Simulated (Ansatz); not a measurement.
Cu Kα1 powder pattern (kinematic, no thermal factors).
2θ (°) (relative intensity): 36.37 (100), 36.45 (96), 40.10 (1), 41.70 (40), 41.72 (2), 42.58 (73), 55.24 (1), 55.30 (2), 59.92 (1), 61.12 (51), 61.69 (13), 61.91 (11), 72.64 (14), 72.69 (14), 73.82 (27), 73.97 (24), 75.65 (1), 77.24 (14), 77.44 (12), 87.51 (1)

The pattern is computed from a structure relaxed with DFT PBE, scalar-relativistic, plane waves, PAW (Ansatz). No spin polarisation. Its elements are C, W.

Q: Give the structure.

A: W$_{3}$C$_{2}$.
Space group Immm (No. 71). a = 3.005 Å, b = 4.328 Å, c = 8.986 Å, α = 90.00°, β = 90.00°, γ = 90.00°
| atom | site | symmetry | x | y | z |
| --- | --- | --- | --- | --- | --- |
| W | 2d | mmm | 0.0000 | 0.5000 | 0.0000 |
| W | 4j | mm2 | 0.5000 | 0.0000 | 0.8450 |
| C | 4i | mm2 | 0.5000 | 0.5000 | 0.8272 |

A pattern alone doesn't exclude other cells with like lines; this is the one computed.

The cell was found from a structure generator's guess, not taken from experiment.
